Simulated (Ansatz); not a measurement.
Hf: energy along a strain

Hf, Im-3m, a = 3.610 Å (as given, not relaxed at this level: -5.4 GPa). This isn't the element's structure at ambient conditions. Ansatz: r2SCAN, PAW, 500 eV, Γ-centred 18×18×18 mesh on 1 atom, Gaussian smearing 0.15 eV; no spin polarisation. Cell vectors (Å): -1.805 1.805 1.805; 1.805 -1.805 1.805; 1.805 1.805 -1.805. The cell is strained by x per cent times the pattern (0 0 0 1 0 0) in the order xx yy zz yz xz xy (engineering shears), with fractional coordinates held. y is the free energy over the start, V0 = 23.523 Å³/atom. Symmetry makes y even in x.

| x (%) | y (meV/atom) |
| --- | --- |
| -6.00 | 12.64 |
| -3.00 | 3.18 |
| 0.00 | 0.00 |
| 0.75 | 0.20 |
| 1.50 | 0.80 |
| 2.25 | 1.79 |
| 3.75 | 4.96 |
| 4.50 | 7.14 |
| 5.25 | ? |

Task: Fit y = c2 x² + c4 x⁴ to the other rows, get the stiffness along the pattern, and predict the missing energy.

Result: Least squares on the rows shown. y = 0.3541 x² − 8.363×10⁻⁵ x⁴. The clamped-ion stiffness p·C·p = 2 × 3.541 eV × 160.2 / 23.523 Å³ = 48 GPa, which is C44 in these axes (second derivative at the start, which stands under stress). At x = 5.25 the fit asked for gives 9.70 meV/atom. The run gave 9.70 meV/atom, the same to the digits shown.

Spin–orbit coupling is left out, which can shift energies with elements as heavy as these.